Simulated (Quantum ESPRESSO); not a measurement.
# Band energies of MoS2

```
CELL_PARAMETERS angstrom
      3.19224     0.00000     0.00000
     -1.59612     2.76456     0.00000
      0.00000     0.00000    13.37829
ATOMIC_POSITIONS crystal
  S  0.66667 0.33333 0.63308
  S  0.33333 0.66667 0.36692
  S  0.33333 0.66667 0.13308
  S  0.66667 0.33333 0.86692
  Mo 0.66667 0.33333 0.25000
  Mo 0.33333 0.66667 0.75000
```

PBEsol (Quantum ESPRESSO, PseudoDojo norm-conserving, 80 Ry, no spin-orbit coupling); path ΓMKΓALHA,LM,KH; energies in eV from the valence-band maximum.

| k (1/Å) | point | band 22 | band 23 | band 24 | band 25 | band 26 | band 27 | band 28 | band 29 |
|---|---|---|---|---|---|---|---|---|---|
| 0.00 | Γ | -1.93 | -1.93 | -1.46 | -0.77 | 0.00 | 2.30 | 2.30 | 2.31 |
| 0.38 |  | -2.47 | -1.75 | -1.15 | -0.87 | -0.56 | 1.68 | 2.03 | 2.13 |
| 0.76 |  | -1.86 | -1.82 | -1.78 | -1.47 | -1.35 | 1.66 | 1.73 | 1.79 |
| 1.14 | M | -2.24 | -1.44 | -1.38 | -1.10 | -1.06 | 1.77 | 1.79 | 2.22 |
| 1.57 |  | -3.33 | -2.46 | -2.28 | -0.69 | -0.61 | 1.47 | 1.50 | 2.54 |
| 1.79 | K | -3.34 | -2.52 | -2.52 | -0.49 | -0.42 | 1.20 | 1.20 | 2.32 |
| 1.98 |  | -3.36 | -2.41 | -2.26 | -0.71 | -0.65 | 1.42 | 1.49 | 2.39 |
| 2.35 |  | -2.57 | -1.64 | -1.53 | -1.23 | -1.23 | 1.25 | 1.77 | 2.01 |
| 2.92 |  | -2.10 | -1.78 | -1.17 | -0.77 | -0.13 | 2.15 | 2.19 | 2.26 |
| 3.10 | Γ | -1.93 | -1.93 | -1.46 | -0.77 | 0.00 | 2.30 | 2.30 | 2.31 |
| 3.10 | A | -1.93 | -1.93 | -1.93 | -0.25 | -0.25 | 2.30 | 2.30 | 2.30 |
| 3.43 |  | -2.36 | -1.54 | -1.54 | -0.52 | -0.52 | 1.94 | 1.94 | 2.18 |
| 3.75 |  | -2.03 | -1.89 | -1.89 | -1.30 | -1.30 | 1.76 | 1.76 | 1.82 |
| 4.08 |  | -2.25 | -1.48 | -1.48 | -1.20 | -1.20 | 1.76 | 1.76 | 2.17 |
| 4.24 | L | -2.29 | -1.41 | -1.41 | -1.08 | -1.08 | 1.78 | 1.78 | 2.29 |
| 4.41 |  | -2.28 | -1.91 | -1.91 | -0.90 | -0.90 | 1.79 | 1.79 | 2.33 |
| 4.90 | H | -3.27 | -2.56 | -2.56 | -0.46 | -0.46 | 1.20 | 1.20 | 2.57 |
| 5.19 |  | -3.44 | -2.13 | -2.13 | -0.89 | -0.89 | 1.66 | 1.66 | 2.39 |
| 5.48 |  | -2.52 | -1.57 | -1.57 | -1.24 | -1.24 | 1.47 | 1.47 | 2.04 |
| 5.77 |  | -2.55 | -1.39 | -1.39 | -0.77 | -0.77 | 1.71 | 1.71 | 2.04 |
| 6.06 |  | -2.04 | -1.71 | -1.71 | -0.29 | -0.29 | 2.21 | 2.21 | 2.40 |
| 6.21 | A | -1.93 | -1.93 | -1.93 | -0.25 | -0.25 | 2.30 | 2.30 | 2.30 |
| 6.21 | L | -2.29 | -1.41 | -1.41 | -1.08 | -1.08 | 1.78 | 1.78 | 2.29 |
| 6.44 | M | -2.24 | -1.44 | -1.38 | -1.10 | -1.06 | 1.77 | 1.79 | 2.22 |
| 6.44 | K | -3.34 | -2.52 | -2.52 | -0.49 | -0.42 | 1.20 | 1.20 | 2.32 |
| 6.68 | H | -3.27 | -2.56 | -2.56 | -0.46 | -0.46 | 1.20 | 1.20 | 2.57 |

The PBEsol gap is indirect, 1.20 eV, from Γ to K; the smallest direct gap is 1.62 eV.

Spin-orbit splittings are left out.

Geometry of the Materials Project entry, not relaxed at this level.

The distance between layers or molecules is the database entry's, not relaxed here. Functionals without dispersion can leave it too large, which widens gaps and weakens the response across layers: the numbers belong to this cell.
